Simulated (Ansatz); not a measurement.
In2SeS:
```cif
data_In2SSe
_chemical_formula_sum 'In2 Se1 S1'
_space_group_name_H-M_alt 'P3m1'
_space_group_IT_number 156
_space_group_name_Hall 'P 3 -2"'
_cell_length_a 4.00903
_cell_length_b 4.00903
_cell_length_c 9.21747
_cell_angle_alpha 90.000
_cell_angle_beta 90.000
_cell_angle_gamma 120.000
loop_
_atom_site_label
_atom_site_type_symbol
_atom_site_symmetry_multiplicity
_atom_site_Wyckoff_symbol
_atom_site_fract_x
_atom_site_fract_y
_atom_site_fract_z
_atom_site_occupancy
In1 In 1 a 0.00000 0.00000 0.44943 1
In2 In 1 b 0.33333 0.66667 0.02460 1
Se1 Se 1 b 0.33333 0.66667 0.58551 1
S1 S 1 a 0.00000 0.00000 0.18845 1
```

Relaxed at zero pressure with DFT-PBEsol in the program Ansatz with PAW potentials.

**Question.** The volume is raised by 6 % and shape and atoms relax at that volume. What pressure results, and how do the axes share the change?

**Answer.** -0.2 GPa; a 0.4 %, b 0.4 %, c 5.2 %; the energy rises by 2 meV/atom.

**Question.** Give the new structure.

**Answer.** 
Space group P3m1 (No. 156); a = 4.024 Å, b = 4.024 Å, c = 9.698 Å, α = 90.00°, β = 90.00°, γ = 120.00°

```csv
atom,site,symmetry,x,y,z
In,1a,3m.,0.0000,0.0000,0.4428
In,1b,3m.,0.3333,0.6667,0.0391
Se,1b,3m.,0.3333,0.6667,0.5712
S,1a,3m.,0.0000,0.0000,0.1949
```

The phase is kept; no other phase was compared at this pressure.

The start of the workflow was typed in or built on a structure type; neither database checked (COD, Materials Project) lists it. Its standing as an ambient phase is unchecked. The cell was relaxed with PBEsol under the symmetry of its start. At this level the phase is mechanically unstable.

Potentials: the earlier of the program's two PAW sets. The files were generated under PBE; for other functionals the program regenerates the frozen cores, and for LDA and PBEsol the local potential too.
